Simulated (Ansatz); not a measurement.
## Relaxing selenium (beta-Sn type)

The calculation used DFT, r2SCAN, plane waves (500 eV) with PAW, scalar-relativistic (Ansatz). (PAW data from PBE, frozen cores regenerated.)

k-point mesh 12×12×8, Fermi-Dirac smearing 0.1 eV, no spin polarisation. Cell and atoms relax.

Starting structure:

```
CELL_PARAMETERS angstrom
-2.75760 2.75760 1.50565
2.75760 -2.75760 1.50565
2.75760 2.75760 -1.50565
ATOMIC_POSITIONS crystal
Se 0.00000 0.00000 0.00000
Se 0.75000 0.25000 0.50000
```

**Question.** What cell does the relaxation end in?

**Answer.** C2/c with a = 2.829 Å, b = 8.114 Å, c = 4.576 Å, β = 90.41°; 26.26 Å³ per atom against 22.90 at the start (14.7 %).

The cell has left the beta-Sn structure type; it ends in C2/c.

**Question.** How much energy does the relaxation gain?

**Answer.** 307.7 meV per atom.

Path of the relaxation (the plane waves are chosen anew near the end, which can shift the energy a little):

```
step  E − E(final) (meV/atom)  V (Å³/atom)  P (GPa)  max force (eV/Å)
   0                   307.67       22.899    -1.84             0.004
   1                   302.65       21.820     1.55             0.009
   2                   297.98       22.027     0.79             0.015
   3                   274.02       22.442    -0.52             0.027
   4                   269.12       22.357     0.13             0.039
   5                   256.20       22.321     1.03             0.011
   6                   229.92       22.294     1.58             0.020
   7                   206.68       22.258     3.38             0.099
   8                   187.46       22.725     0.28             0.087
   9                   170.75       23.217    -0.37             0.192
  10                    66.55       23.881     0.16             0.531
  11                    37.15       24.995     1.33             0.458
  12                    24.51       25.587     0.22             0.110
  13                    10.77       26.640     0.22             0.096
  14                     3.56       26.288     0.16             0.072
  15                     1.84       26.386    -0.35             0.008
  16                     1.65       26.226    -0.02             0.001
  17                     0.11       26.226     0.08             0.002
  18                     0.00       26.262     0.00             0.001
  19                     0.00       26.262     0.00             0.002
```

The k-point mesh keeps fewer symmetry operations than the starting structure has, so the cell can leave it.
